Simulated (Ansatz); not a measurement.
The start is a generated cell, TiC placed in the AFLOW prototype AB_hP12_194_df_ce (B18, as in CuS). Cell shape, volume and atoms are optimised at zero target pressure with PBEsol (plane waves to 420 eV, PAW, scalar-relativistic; Ansatz, a first-principles code). The first steps use a coarse 7×7×2 k-mesh.

Starting cell:
```
CELL_PARAMETERS angstrom
      3.27611     0.00000     0.00000
     -1.63806     2.83720     0.00000
      0.00000     0.00000    13.49831
ATOMIC_POSITIONS crystal
  C  0.33333 0.66667 0.75000
  C  0.66667 0.33333 0.25000
  C  0.33333 0.66667 0.10724
  C  0.66667 0.33333 0.60724
  C  0.66667 0.33333 0.89276
  C  0.33333 0.66667 0.39276
  Ti 0.33333 0.66667 0.25000
  Ti 0.66667 0.33333 0.75000
  Ti 0.00000 0.00000 0.06370
  Ti 0.00000 0.00000 0.56370
  Ti 0.00000 0.00000 0.93630
  Ti 0.00000 0.00000 0.43630
```

**Question.** How much energy is released per atom?

**Answer.** About 1.0 eV/atom.

**Question.** How does the volume per atom move from start to end?

**Answer.** +35.7 %, from 10.46 to 14.19 Å³/atom.

**Question.** How do the shortest distances between atoms change?

**Answer.** The closest pairs of elements (up to four, under 3.6 Å), start → end: Ti–Ti 1.72 → 2.95 Å; C–Ti 1.89 → 1.99 Å; C–C 2.70 → 3.02 Å.

**Question.** Is the relaxed structure metallic? Give its gap.

**Answer.** No gap (metallic).

**Question.** Give the final cell and atomic positions.

**Answer.** 
```cif
data_C6Ti6
_chemical_formula_sum 'C6 Ti6'
_space_group_name_H-M_alt 'P63/mmc'
_space_group_IT_number 194
_space_group_name_Hall '-P 6c 2c'
_cell_length_a 3.45299
_cell_length_b 3.45299
_cell_length_c 16.48738
_cell_angle_alpha 90.000
_cell_angle_beta 90.000
_cell_angle_gamma 120.000
loop_
_atom_site_label
_atom_site_type_symbol
_atom_site_symmetry_multiplicity
_atom_site_Wyckoff_symbol
_atom_site_fract_x
_atom_site_fract_y
_atom_site_fract_z
_atom_site_occupancy
C1 C 2 d 0.66667 0.33333 0.25000 1
C2 C 4 f 0.33333 0.66667 0.11274 1
Ti1 Ti 2 c 0.33333 0.66667 0.25000 1
Ti2 Ti 4 e 0.00000 0.00000 0.11788 1
```

The space group stays P6₃/mmc (No. 194) (the run could not lower it), with 12 atoms in the primitive cell. Final values are on a 13×13×3 k-mesh of the relaxed cell. The start holds a very short contact (Ti–Ti 1.72 Å). No spin polarisation in the result.

The run could not lose the symmetry of its start: the end is stationary, and may be a saddle point rather than a minimum.

The relaxed structure here is a generated cell of TiC: the first start was made by placing the elements on the sites of a structure type, and the end was not matched to a known phase here, so it may be hypothetical. Known forms of TiC include space group No. 225.
